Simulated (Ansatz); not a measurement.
CuIr2S4:
```xyz
14
Lattice="0.0000 4.8910 4.8910 4.8910 0.0000 4.8910 4.8910 4.8910 0.0000" Properties=species:S:1:pos:R:3 pbc="T T T"
Cu     2.4455     2.4455     2.4455
Cu     0.0000     0.0000     0.0000
Ir     3.6683     3.6683     6.1138
Ir     3.6683     6.1138     3.6683
Ir     6.1138     6.1138     6.1138
Ir     6.1138     3.6683     3.6683
S      6.0187     3.7633     6.0187
S      8.4642     8.4642     8.4642
S      3.7633     6.0187     6.0187
S      6.2088     6.2088     8.4642
S      6.0187     6.0187     3.7633
S      8.4642     6.2088     6.2088
S      3.7633     3.7633     3.7633
S      6.2088     8.4642     6.2088
```

Relaxed with PBEsol. Special points in fractions of this cell's reciprocal vectors: Γ (0.000, 0.000, 0.000); X (0.500, 0.000, 0.500); U (0.625, 0.250, 0.625); K (0.375, 0.375, 0.750); L (0.500, 0.500, 0.500); W (0.500, 0.250, 0.750).

**Question.** List the band energies nearest the Fermi level at these points for the program Ansatz at the PBEsol with spin–orbit coupling level (PAW).

**Answer.** In eV from the Fermi level; about four levels below and three above (degenerate sets whole), none deeper than 8.9 eV; points with the same levels are listed once.

```json
[
 {"k": "Γ", "below": "-0.33 -0.33 -0.33 -0.33", "above": "3.06 3.06 3.06 3.06"},
 {"k": "X", "below": "-0.05 -0.05 -0.05 -0.05", "above": "0.24 0.24 0.24 0.24"},
 {"k": "U", "below": "-0.23 -0.23 -0.05 -0.05", "above": "0.03 0.03 0.28 0.28"},
 {"k": "L", "below": "-0.38 -0.38 -0.30 -0.30", "above": "2.23 2.23 2.23 2.23"},
 {"k": "W", "below": "-0.17 -0.17 0.00 0.00", "above": "0.15 0.15 0.24 0.24"}
]
```

Space group Fd-3m (spinel). The first step of the workflow began from a Materials Project structure, measured or hypothetical; the Crystallography Open Database files this formula in space group No. 227, but the cells were not matched. Its standing as an ambient phase is unchecked. The PBEsol relaxation kept the symmetry of its start; whether a distortion lowers the energy is not shown. No spin polarisation was allowed.

Potentials: the later of the program's two PAW sets.
